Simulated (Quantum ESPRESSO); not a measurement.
Field gradients of WC from the PAW reconstruction of the field gradient on a scalar-relativistic PBE ground state (a modified build of Quantum ESPRESSO, JTH datasets). The input of pw.x:

```
&CONTROL
  calculation = 'scf'
  prefix = 'x'
  pseudo_dir = './pseudo'
  outdir = './out'
  tprnfor = .true.
/
&SYSTEM
  ibrav = 0
  nat = 2
  ntyp = 2
  ecutwfc = 40
  ecutrho = 160
  occupations = 'smearing'
  smearing = 'fd'
  degauss = 0.006
  nbnd = 16
/
&ELECTRONS
  mixing_beta = 0.4
  electron_maxstep = 150
  conv_thr = 1e-10
/
ATOMIC_SPECIES
W 183.840 W.GGA_PBE-JTH.UPF
C 12.011 C.GGA_PBE-JTH.UPF
CELL_PARAMETERS angstrom
    2.916589985960     0.000000000000     0.000000000000
   -1.458294992980     2.525841020265     0.000000000000
    0.000000000000     0.000000000000     2.839440000000
ATOMIC_POSITIONS crystal
W      0.000000000000     0.000000000000     0.000000000000
C      0.666666666667     0.333333333333     0.500000000000
K_POINTS automatic
16 16 14 0 0 0
```
The cell comes from the Materials Project (a computed structure). It is WC in P-6m2. Stability against distortions was not tested. The run has no spin polarisation.

Vzz is the sum of three terms, each taken along its main axis: the smooth valence density, the ions (nucleus and frozen core) with the augmentation charges of all other spheres, and the all-electron minus smooth density in the atom's own sphere. The split hangs on the datasets.  Cores are frozen. W had no test against all-electron runs. Spin–orbit coupling is left out, a limit on W. The run is metallic or nearly gapless at this level (smeared occupations), so gradients converge slowly with the k-mesh.

```csv
site,smooth valence density,ions and other spheres,own sphere,Vzz (a.u.)
W (atom 1),-0.030,0.032,…,…
```

**Question.** Fill in the missing entries.

**Answer.** 
- W (atom 1), own sphere: -1.455
- W (atom 1), Vzz (a.u.): -1.453
